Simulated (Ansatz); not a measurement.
LiTaO3:
```
LiTaO3
1.0
    5.36943     0.00000     0.00000
    0.00000     5.36943     0.00000
    0.00000     0.00000     3.91493
Li Ta O
2 2 6
Direct
  0.50000   0.00000   0.50000
  0.00000   0.50000   0.50000
  0.00000   0.00000   0.00000
  0.50000   0.50000   0.00000
  0.00000   0.00000   0.50000
  0.50000   0.50000   0.50000
  0.67731   0.17731   0.00000
  0.32269   0.82269   0.00000
  0.82269   0.67731   0.00000
  0.17731   0.32269   0.00000
```

Plane-wave PAW PBEsol (Ansatz code) gives a gap of 2.41 eV without spin–orbit coupling, maximum at Z, minimum at Γ.

Problem. What happens when spin–orbit coupling is switched on?

Solution. The gap drops by 0.14 eV, to 2.27 eV; maximum at Z, minimum at Γ.

Problem. Give the electron effective mass with spin–orbit coupling.

Solution. 0.26, 0.62, 0.62 mₑ (principal values).

Space group P4/mbm. The first step of the workflow began from a Materials Project structure, measured or hypothetical; the Crystallography Open Database copy checked does not list it. It is not the phase usual at ambient conditions (space group No. 161). The cell was relaxed with PBEsol under the symmetry of its start; its stability against distortions is not shown here. No spin polarisation was allowed.

Potentials: the later of the program's two PAW sets.
